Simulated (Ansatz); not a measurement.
# Notes on YbMg$_{2}$Bi$_{2}$

```
Yb Bi Mg
1.0
     2.35673    3.96812    0.02827
    -2.38044    3.98181    0.10697
    -0.12732    0.12632    7.88814
Yb Bi Mg
1 2 2
Direct
  0.02695 0.95933 0.05323
  0.71657 0.60144 0.21563
  0.37263 0.30870 0.77924
  0.77296 0.60526 0.66003
  0.32177 0.37241 0.32210
```

Single point in Ansatz 0.2.0 with r2SCAN, no spin polarisation. Cutoff 500 eV, PAW datasets, 5×5×3 (shifted by 0.5, 0, 0 steps) k mesh, fermi-dirac filling (width 0.1 eV).

- Band edges: Within 0.7 eV of the edges, the states project mainly on Yb f (97 %) below the gap and on Yb d (42 %) and Mg s (15 %) above it.
- Charges: Bader charges in e: Yb +1.32, Mg +1.49, Bi -2.18 to -2.11. In the mean Mg gives up most and Bi takes most.
- Forces: The largest is on Mg5: 2.44 eV/Å, components (1.51, -0.65, 1.80). It makes 123° with the line to a nearest neighbour, Bi2 at 2.60 Å.
- Contacts: Bi–Mg at 2.60 Å: least valence density 0.26 e/Å³ and ELF 0.11 there, a closed-shell (ionic or weak) contact. Yb–Bi at 2.91 Å: least valence density 0.27 e/Å³ and ELF 0.23 there. Yb–Mg at 3.13 Å: least valence density 0.11 e/Å³ and ELF 0.20 there. Both are smooth PAW fields, read partly inside the augmentation spheres.
- Electronic structure: The gap on the k mesh is 0.55 eV; the mesh may miss the band edges, so the true gap of this level can be smaller.
- Stress: The pressure is 4.2 GPa (compression positive), so with the atoms held at these fractions the cell would first expand; the forces are large, so a full relaxation may end otherwise. The principal stresses -1.5, 4.9, 9.1 GPa differ, so its shape would change too.
- Formation energy: -0.33 eV an atom against the elements' usual phases (free molecules for gases, crystals otherwise, with no correction for O₂ or N₂), so it is bound against them; other compounds may still compete. Relaxing would lower it.

Origin: a strained cell with displaced atoms, so it need not be a known compound. Caveats: no spin polarisation, so a magnetic state may lie lower; an odd or shifted mesh can miss the band edges, so this level's true gap may be smaller; no spin-orbit coupling, which can shift this gap by tenths of an eV; atoms or cell far from equilibrium; f levels without a U or exact exchange are poorly placed.
